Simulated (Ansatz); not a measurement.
The relaxed structure here is a generated cell of TaSi2: the first start was made by placing the elements on the sites of a structure type, and the end was not matched to a known phase here, so it may be hypothetical. Known forms of TaSi2 include space group No. 181.

The end point of a relaxation of TaSi2. Space group I4/mmm (No. 139), AFLOW prototype AB2_tI6_139_a_e (C11_b, as in Si2Mo). Method: PBEsol (plane waves to 420 eV, PAW, scalar-relativistic; Ansatz, a program for electronic structure).

```xyz
3
Lattice="-1.6272 1.6272 4.0779 1.6272 -1.6272 4.0779 1.6272 1.6272 -4.0779" Properties=species:S:1:pos:R:3 pbc="T T T"
Ta     0.0000     0.0000     0.0000
Si     0.0000     0.0000     2.7057
Si     0.0000     0.0000     5.4501
```

- Volume per atom: 14.40 Å³
- Band gap: no gap (metallic)
- Shortest distances: Si–Si 2.66 Å; Si–Ta 2.68 Å; Ta–Ta 3.25 Å
- k-mesh: 20×20×20

Band energies at high-symmetry points (eV from the Fermi level; labels of this space group; no spin-orbit coupling), from −5 eV up to 3.9 eV:

```
point                                 energies
-----  ---------------------------------------
Γ       -3.25 -1.69 -1.51 -1.51 2.63 3.35 3.76
X           -4.84 -4.74 -3.77 -1.98 -0.49 3.06
P                       -2.11 -1.17 -1.17 0.73
N            -4.47 -3.73 -1.38 -1.12 1.26 3.51
M         -2.23 -1.22 0.14 0.14 1.06 1.06 2.82
S                  -1.58 -1.50 -1.05 1.35 2.92
S0                 -1.58 -1.50 -1.05 1.35 2.92
R      -4.74 -3.89 -3.26 -1.85 -0.89 2.51 3.87
```

No spin polarisation in the result. The relaxed primitive cell holds an odd number of electrons. A magnetic state may lie lower.

It was reached from a disturbed copy of a P6/mmm (No. 191) cell, against which it lies -0.43 eV/atom.
